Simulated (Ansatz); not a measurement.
RhPb:
```xyz
2
Lattice="3.3462 0.0000 0.0000 0.0000 3.3462 0.0000 0.0000 0.0000 3.3462" Properties=species:S:1:pos:R:3 pbc="T T T"
Pb     0.0000     0.0000     0.0000
Rh     1.6731     1.6731     1.6731
```

Relaxed with r²SCAN. Special points in fractions of this cell's reciprocal vectors: Γ (0.000, 0.000, 0.000); X (0.000, 0.500, 0.000); M (0.500, 0.500, 0.000); R (0.500, 0.500, 0.500).

**Question.** List the band energies nearest the Fermi level at these points for DFT-r²SCAN with spin–orbit coupling in the program Ansatz with PAW potentials.

**Answer.** In eV from the Fermi level; about four levels below and three above (degenerate sets whole), none deeper than 8.9 eV; points with the same levels are listed once.

```csv
k,below,above
Γ,-1.26 -1.26 -1.26 -1.26 -1.00 -1.00,1.45 1.45 3.67 3.67 3.67 3.67
X,-1.27 -1.27 -0.18 -0.18,6.95 6.95 9.08 9.08
M,-1.63 -1.63 -0.55 -0.55,0.47 0.47 3.11 3.11
R,-0.49 -0.49 -0.49 -0.49,3.44 3.44 3.95 3.95
```

Space group Pm-3m (CsCl type). The cell is a constructed one: a structure type filled with these elements; neither database checked (COD, Materials Project) lists it. COD files the formula under space group No. 191. Its standing as an ambient phase is unchecked. The cell was relaxed with r²SCAN under the symmetry of its start; whether a distortion lowers the energy is not shown. The run is not spin-polarised.

Potentials: the earlier of the program's two PAW sets.
